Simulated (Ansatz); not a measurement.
RuS₂:
```
CELL_PARAMETERS angstrom
      5.58036     0.00000     0.00000
      0.00000     5.58036     0.00000
      0.00000     0.00000     5.58036
ATOMIC_POSITIONS crystal
  Ru 0.00000 0.00000 0.00000
  Ru 0.50000 0.00000 0.50000
  Ru 0.50000 0.50000 0.00000
  Ru 0.00000 0.50000 0.50000
  S  0.38630 0.38630 0.38630
  S  0.11370 0.61370 0.88630
  S  0.88630 0.11370 0.61370
  S  0.61370 0.88630 0.11370
  S  0.61370 0.61370 0.61370
  S  0.88630 0.38630 0.11370
  S  0.11370 0.88630 0.38630
  S  0.38630 0.11370 0.88630
```

x, y and z are the axes in which the lattice vectors are written.

Give the high-frequency dielectric tensor and the Born effective charge tensors of the independent atoms from DFPT, plane-wave PAW PBEsol (Ansatz code).


ε∞:
```
16.6  0.00  0.00
0.00  16.6  0.00
0.00  0.00  16.6
```
Z* of atom 1 (Ru), rows: field, columns: displacement, in e:
```
-4.50  -0.45  -0.19
-0.19  -4.50  -0.45
-0.45  -0.19  -4.50
```
Z* of atom 5 (S), rows: field, columns: displacement, in e:
```
2.25  0.22  0.10
0.10  2.25  0.22
0.22  0.10  2.25
```

Space group Pa-3. The cell was relaxed with PBEsol under the symmetry of its start. No spin polarisation was allowed. Scalar-relativistic: spin–orbit coupling is off unless named, which matters more the heavier the elements.

Potentials: the later of the program's two PAW sets.
